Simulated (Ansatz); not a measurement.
**Si (diamond): map of one atom of the cell**

Starting cell, Si (diamond):

```
Si
1.0
    0.00000     2.73494     2.73494
    2.73494     0.00000     2.73494
    2.73494     2.73494     0.00000
Si
2
Direct
  0.50000   0.50000   0.50000
  0.75000   0.75000   0.75000
```

In this cell atom 2 (Si, nearest neighbour Si at 2.369 Å; its periodic images, 3.9 Å or more away, move with it) is moved by u·(1.000, 0.000, 0.000) + v·(0.000, 0.000, 1.000); the rest is frozen.

Calculation: PBE (plane waves to 420 eV, PAW, scalar-relativistic; Ansatz, a program for electronic structure). k mesh 8×8×8 (Γ-centred), Fermi-Dirac smearing 0.05 eV. The energy includes the smearing's −TS. Stress and pressure are positive under compression. As the smearing reaches across the gap at some points, energies and forces of such displacements shift with the k mesh and the smearing. Si was relaxed with its symmetry unable to fall. The PAW data are Ansatz's earlier set. ΔE is measured from the undisplaced structure. Axes are in Å.

ΔE (meV/cell), with u across and v down:

| v \ u | -0.590 | -0.295 | 0.000 | 0.295 | 0.590 |
|---|---|---|---|---|---|
| -0.590 | 4446 | 2525 | 1834 | 2525 | 4446 |
| -0.295 | 2525 | 1088 | 528 | 1088 | 2525 |
| 0.000 | 1834 | 528 | 0 | 528 | 1834 |
| 0.295 | 2525 | 1088 | 528 | 1088 | 2525 |
| 0.590 | 4446 | 2525 | 1834 | 2525 | 4446 |

P (GPa), with u across and v down:

```tsv
v \ u	-0.590	-0.295	0.000	0.295	0.590
-0.590	28.9	15.2	9.9	15.2	28.9
-0.295	15.2	6.0	2.7	6.0	15.2
0.000	9.9	2.7	0.0	2.7	9.9
0.295	15.2	6.0	2.7	6.0	15.2
0.590	28.9	15.2	9.9	15.2	28.9
```

Read from the data:

Principal force constants in the plane (five-point differences of the forces): 12.5 eV/Å², isotropic. Centre of the map: a minimum. Lowest place on the grid: u = 0.000 Å, v = 0.000 Å (0 meV/cell). Highest place on the grid, met at several equal points: u = -0.590 Å, v = -0.590 Å; u = 0.590 Å, v = -0.590 Å; u = -0.590 Å, v = 0.590 Å; u = 0.590 Å, v = 0.590 Å (4446 meV/cell).

(A displaced cell: forces are minus the slopes of the energy, force constants its curvatures, and phonons follow from these.)
